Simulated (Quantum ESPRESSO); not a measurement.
## Kohn-Sham bands of TiN (rock salt)

```xyz
2
Lattice="0.0000 2.1206 2.1206 2.1206 0.0000 2.1206 2.1206 2.1206 0.0000" Properties=species:S:1:pos:R:3 pbc="T T T"
Ti     0.0000     0.0000     0.0000
N      2.1206     2.1206     2.1206
```

Structure: Materials Project mp-492, symmetrised, not relaxed again. COD (Crystallography Open Database) has an entry of this formula and space group (matched by these alone). Computed values, not measurements, from PBEsol: Quantum ESPRESSO (norm-conserving PseudoDojo potentials, cutoff 68 Ry, no spin polarisation, no spin-orbit coupling) on a Γ-centred 12×12×12 mesh, then Wannier90. Density: 12×12×12 mesh, cold smearing 0.01 Ry. A non-magnetic state is assumed, with no Hubbard U on the 3d ions.

Q: List the Kohn-Sham levels between −8 and 3.0 eV relative to the Fermi level at the high-symmetry points, as a band run of pw.x on that density gives them (levels within 2 meV counted together).

A: 
```tsv
point	k (reciprocal lattice)	levels (eV)
Γ	0.000 0.000 0.000	-1.99 (×3), -0.58 (×3), 0.64 (×2)
X	0.500 0.000 0.500	-5.81, -3.19 (×2), -3.08, 1.72, 2.48 (×2)
U	0.625 0.250 0.625	-5.81, -5.71, -4.44, -0.43, 2.06, 2.40
K	0.375 0.375 0.750	-5.81, -5.71, -4.44, -0.43, 2.06, 2.40
L	0.500 0.500 0.500	-5.46 (×2), 1.76 (×2), 2.43
W	0.500 0.250 0.750	-5.46 (×2), -5.35, 0.98 (×2), 2.48
```
